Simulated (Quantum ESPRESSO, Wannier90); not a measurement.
## BaTiO3 (cubic perovskite), plane waves to Wannier functions

```xyz
5
Lattice="4.0077 0.0000 0.0000 0.0000 4.0077 0.0000 0.0000 0.0000 4.0077" Properties=species:S:1:pos:R:3 pbc="T T T"
Ba     2.0038     2.0038     2.0038
Ti     0.0000     0.0000     0.0000
O      2.0038     0.0000     0.0000
O      0.0000     2.0038     0.0000
O      0.0000     0.0000     2.0038
```

Cell from Materials Project (mp-2998), symmetrised, no further relaxation. COD (Crystallography Open Database) records the formula in this space group. Ideal cubic forms of this type are often high-temperature phases that distort on cooling; symmetry holds the cell here, and its stability was not tested. Computed values, not measurements, from PBEsol: Quantum ESPRESSO (norm-conserving PseudoDojo potentials, cutoff 68 Ry, spinors with spin-orbit coupling) on a Γ-centred 6×6×6 mesh, then Wannier90. Density: 8×8×8 mesh, cold smearing 0.01 Ry.

A tight-binding model is made by disentanglement and projection with no localisation steps (num_iter = 0), so the 28 orbitals stay atom-like: hydrogen-like Ti: d; O: p, axes along x, y, z; frozen window up to 3.26 eV relative to the valence-band maximum. It follows pw.x to 0.5 meV rms for states up to 2.8 eV relative to the valence-band maximum. Matrix elements depend on this choice of orbitals and windows.

### Question
What are the on-site energies relative to the valence-band maximum, and how fast do the hoppings decay?

### Answer
| atom | orbitals | energy (eV) |
|---|---|---|
| Ti2 | dz2↑ dz2↓ dx2-y2↑ dx2-y2↓ | 3.72 |
| Ti2 | dxz↑ dxz↓ dyz↑ dyz↓ dxy↑ dxy↓ | 2.25 |
| O3 | pz↑ pz↓ py↑ py↓ | -1.17 |
| O3 | px↑ px↓ | -1.48 |
| O4 | pz↑ pz↓ px↑ px↓ | -1.17 |
| O4 | py↑ py↓ | -1.48 |
| O5 | pz↑ pz↓ | -1.48 |
| O5 | px↑ px↓ py↑ py↓ | -1.17 |

```csv
distance of the centres (Å),largest modulus (eV)
2–3,2.2
4–5,0.11
5–6,0.11
6–7,0.025
7–8,0.0036
8–9,0.0058
9–10,0.0013
10–11,0.00064
11–12,0.0012
```
